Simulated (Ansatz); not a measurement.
A: Co2Si (Co2Si type, space group Pnma), a = 4.883 Å, b = 3.711 Å, c = 7.042 Å, α = 90.00°, β = 90.00°, γ = 90.00°
B: TaAs (NbAs type, space group I4_1md), a = b = 3.4631 Å, c = 11.7330 Å, α = β = γ = 90.00°
C: ZnO (wurtzite), a = b = 3.2795 Å, c = 5.2938 Å, α = β = 90.00°, γ = 120.00°

Scan: energy against volume (even scaling of the relaxed cell, symmetry kept). One method and one kind of scan serve all of them; meshes and ranges differ. All were relaxed with their symmetry unable to fall. At this level the bands of TaAs touch or barely overlap. Relaxed Co2Si ends ferromagnetic. Spin-orbit coupling is left out. TaAs is run without spin polarisation. Other magnetic orders were not checked, so this need not be the ground state. (This holds for the magnetic or f-shell members.)

Question: Rank these by bulk modulus at fixed cell shape (fitted) (lowest first), as PBE (plane waves to 420 eV, PAW, scalar-relativistic; Ansatz, a quantum-chemistry and plane-wave program) gives it.

Answer: C (129 GPa), B (177 GPa), A (219 GPa)

(Under strain, the slope of the energy per volume gives the stress and its curvature an elastic modulus.)
